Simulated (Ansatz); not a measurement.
Data:

Nb₃Cl₈:
```
CELL_PARAMETERS angstrom
      6.62185     0.00000     0.00000
     -3.31093     5.73469     0.00000
      0.00000     0.00000    11.91953
ATOMIC_POSITIONS crystal
  Nb 0.52669 0.05338 0.24578
  Nb 0.47331 0.94662 0.75422
  Nb 0.94662 0.47331 0.24578
  Nb 0.05338 0.52669 0.75422
  Nb 0.52669 0.47331 0.24578
  Nb 0.47331 0.52669 0.75422
  Cl 0.66667 0.33333 0.09593
  Cl 0.33333 0.66667 0.90407
  Cl 0.33333 0.66667 0.35700
  Cl 0.66667 0.33333 0.64300
  Cl 0.67298 0.83649 0.13414
  Cl 0.32702 0.16351 0.86586
  Cl 0.16351 0.83649 0.13414
  Cl 0.83649 0.16351 0.86586
  Cl 0.16351 0.32702 0.13414
  Cl 0.83649 0.67298 0.86586
  Cl 0.33546 0.16773 0.38178
  Cl 0.66454 0.83227 0.61822
  Cl 0.83227 0.16773 0.38178
  Cl 0.16773 0.83227 0.61822
  Cl 0.83227 0.66454 0.38178
  Cl 0.16773 0.33546 0.61822
```

This is the LDA-relaxed structure. x, y and z are the axes in which the lattice vectors are written.

Task: All from plane-wave PAW LDA (Ansatz code), unless another level is named. Estimate the highest zone-centre frequency.

Result: 415 cm^-1.

Task: What about the Young's modulus?

Result: 49.8 GPa.

Task: Next, the elastic constants (relaxed ions, GPa)?

Result: C11 = 116, C12 = 33.8, C13 = 11.5, C14 = 1.5, C33 = 33.7, C44 = 8.0.

Space group P-3m1. The first step of the workflow began from a Materials Project structure, measured or hypothetical; the Crystallography Open Database copy checked does not list it. Its standing as an ambient phase is unchecked. Symmetry was held in the LDA relaxation; its stability against distortions is not shown here. No spin polarisation was allowed. A crystal of weakly bound layers computed without a dispersion correction: the cell and the soft elastic constants depend strongly on that. As this level gives no gap, shear constants depend on the k-mesh and smearing (Fermi–Dirac, 0.1 eV here). As this level gives no gap, phonon frequencies hold no LO–TO term and depend on the k-mesh and smearing (Fermi–Dirac, 0.1 eV here).

Potentials: the earlier of the program's two PAW sets. The files were generated under PBE; for other functionals the program regenerates the frozen cores, and for LDA and PBEsol the local potential too.
